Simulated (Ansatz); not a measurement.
Al$_{2}$Pt (fluorite or antifluorite type, Fm-3m) at seven volumes, plane-wave PAW PBEsol (Ansatz code), scaled uniformly. One row is withheld.

```
V (Å³/atom)  P (GPa)
-----------  -------
15.547         16.09
16.060          9.84
16.572          4.52
17.085         -0.01
17.597             ?
18.110         -7.12
18.623         -9.89
```

Question: Fit the shown pressures and predict the withheld one.

Answer: P = (3/2)B₀(x^(7/2) − x^(5/2))[1 + (3/4)(B′ − 4)(x − 1)] with x = (V₀/V)^(2/3). Least squares on the six rows gives V₀ = 17.085 Å³/atom, B₀ = 139 GPa, B′ = 4.39. At V = 17.597, x = 0.9805 and P = -3.85 GPa. The run itself gave -3.85 GPa.

Symmetry was held in the PBEsol relaxation; of distortions, only those at the zone centre were tested. No spin polarisation was allowed. Spin–orbit coupling is left out wherever it is not named.

Potentials: the later of the program's two PAW sets.
